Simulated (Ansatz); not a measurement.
A plane-wave DFT run in Ansatz 0.2.0 (scalar-relativistic PAW potentials unless the input names others): input and command.

```yaml
crystal:
  lattice:
    - [0.0, 3.6581854746, 3.6581854746]
    - [3.6581854746, 0.0, 3.6581854746]
    - [3.6581854746, 3.6581854746, 0.0]
  atoms:
    - { symbol: Sn, position: [0.25, 0.25, 0.25] }
    - { symbol: Sn, position: [0.75, 0.75, 0.75] }
    - { symbol: Sn, position: [0.5, 0.5, 0.5] }
    - { symbol: Se, position: [0.0, 0.0, 0.0] }
basis:
  ecutwfc: 420
  precision: f64
kpoints:
  mp_grid: { grid: [12, 12, 12] }
hamiltonian:
  xc: pbesol
scf:
  occupations: { method: methfessel_paxton, width: 0.01 }
  eigensolver: { kind: davidson }
output:
  forces: true
  eigenvalues: true
  stress: true
```

```bash
ansatz run input.yaml --threads 1 --pin off --max-ram 2560MiB --backend cpu --events-out ev --progress --plain --runs-dir out
```

Abridged log:
```
Pseudopotentials: kind: paw
Pseudopotential: Sn, paw, valence charge 14, recommended cutoff 420 eV (normal)
Pseudopotential: Se, paw, valence charge 16, recommended cutoff 420 eV (normal)
Functional definition: PBEsol
Crystal: 4 atoms, lattice volume = 97.910 Å³
Basis set: ecut = 420 eV, 1917 PW (Γ), exchange–correlation on 72×72×72 points (8 copies of the dense FFT grid, shifted against one another)
Bands: 35, of which v1, the nominal top of the filled ones, is band 29 counted from 1 (28 counted from 0)
Symmetry: 48 space group operations
Space group: Fm-3m (ITA 225), of the structure as read, at distance tolerance 4.6e-5 Å
k-points: 72 of 1728
Initial density: superposition of atomic densities (neutral atoms: chi_scale 0, normalization atom), corrected by the library's trained network
Initial wavefunctions: pseudopotential atomic-orbital guess
Functional: x = pbesol(κ = 0.804, μ = 0.12345679), c = pbesol(β = 0.046)
SCF iter   1: F=—  HF=-23273.602884 eV  |F-HF|=—  |Δ(HF+E_count)|=         —  Δρ=3.20e-3  dr2=1.39e-2  ethr=1.77e-3  ⟨swp⟩=7.0  Hψ=10307  notcnv=0
SCF iter   2: F=—  HF=-23273.599669 eV  |F-HF|=—  |Δ(HF+E_count)|=   3.21e-3  S|Δr|=    0.00e0  Δρ=1.53e-3  dr2=4.16e-3  ethr=2.39e-5  ⟨swp⟩=5.1  Hψ=6079  notcnv=0  defer=40
SCF iter   3: F=—  HF=-23273.598754 eV  |F-HF|=—  |Δ(HF+E_count)|=   9.15e-4  S|Δr|=    0.00e0  Δρ=3.97e-4  dr2=1.71e-4  ethr=2.92e-7  ⟨swp⟩=4.3  Hψ=13534  notcnv=0  defer=20
SCF iter   4: F=—  HF=-23273.598711 eV  |F-HF|=—  |Δ(HF+E_count)|=   4.37e-5  S|Δr|=    0.00e0  Δρ=1.12e-4  dr2=9.85e-6  ethr=2.92e-7  ⟨swp⟩=3.2  Hψ=5447  notcnv=0  defer=13
SCF iter   5: F=—  HF=-23273.598707 eV  |F-HF|=—  |Δ(HF+E_count)|=   3.91e-6  S|Δr|=    0.00e0  Δρ=3.26e-5  dr2=1.06e-6  ethr=1.70e-8  ⟨swp⟩=4.2  Hψ=6867  notcnv=0  defer=9
SCF iter   6: F=-23273.598707 eV  HF=-23273.598707 eV  |F-HF|=8.37e-10  |Δ(HF+E_count)|=   1.53e-8  S|Δr|=    0.00e0  Δρ=1.10e-5  dr2=7.49e-8  ethr=1.82e-9  ⟨swp⟩=3.9  Hψ=5991  notcnv=0  defer=4
SCF 1 converged in 6 iterations: F = -23273.598707 eV  dr2 = 7.49e-8
  Residual-converged pass: ⟨swp⟩=4.0  Hψ=7132  notcnv=0  max |occ|·‖R‖ = 6.4e-6 eV (tolerance 6.7e-6 eV) dr2=6.97e-8  dr2_onsite=8.33e-9  max |Δocc| = 4.5e-9
SCF converged after 6 iterations
Stability not checked: this state was not tested for a lower state beside it, because cold or Methfessel-Paxton smearing, or corrected tetrahedra, fill the levels in a way that the test cannot read (fill_not_monotonic; see scf.lower_state_search)
Free energy (F): -23273.598707 eV
Harris-Foulkes:  -23273.598707 eV  (|F-HF|=8.37e-10)
Internal energy: -23273.598698 eV  (E = F + TS)
E sigma→0 (E₀):  -23273.598705 eV
Entropy (-TS):   -0.000009 eV (-0.002 meV/atom)
Fermi energy:    11.231141 eV
--- Forces (eV/Å), atoms counted from 1 ---
  atom   1  Sn     0.00000000     0.00000000     0.00000000
  atom   2  Sn     0.00000000     0.00000000     0.00000000
  atom   3  Sn     0.00000000     0.00000000     0.00000000
  atom   4  Se     0.00000000     0.00000000     0.00000000
--- Stress (GPa, compression-positive) ---
        0.064718       0.000000       0.000000
        0.000000       0.064718       0.000000
        0.000000       0.000000       0.064718
  P = ⅓ Tr σ = 0.0647 GPa (0.647 kbar)
```

Apart from outputs and empty bands, the input differs from a reference run on usual settings in scf.occupations.method: "gaussian" → "methfessel_paxton"; scf.occupations.width: 0.15 → 0.01; scf.eigensolver.kind: not typed → "davidson"; basis.precision: not typed → "f64". The reference, at the same geometry, gave pressure 0.10 GPa, largest force 0.000 eV/Å, no gap on the mesh. This run converged in 6 SCF iterations (reference: 7) with an energy at zero smearing 0.26 meV/atom above the reference's, pressure 0.06 GPa, largest force 0.000 eV/Å, no gap on the mesh. Its k mesh, for so narrow a smearing in a metal, is looser than usual, yet energy, pressure and forces hardly moved.

It took 9.2 s on 1 thread of Intel(R) Xeon(R) 6975P-C (Granite Rapids), on a shared host, peak memory 0.5 GiB.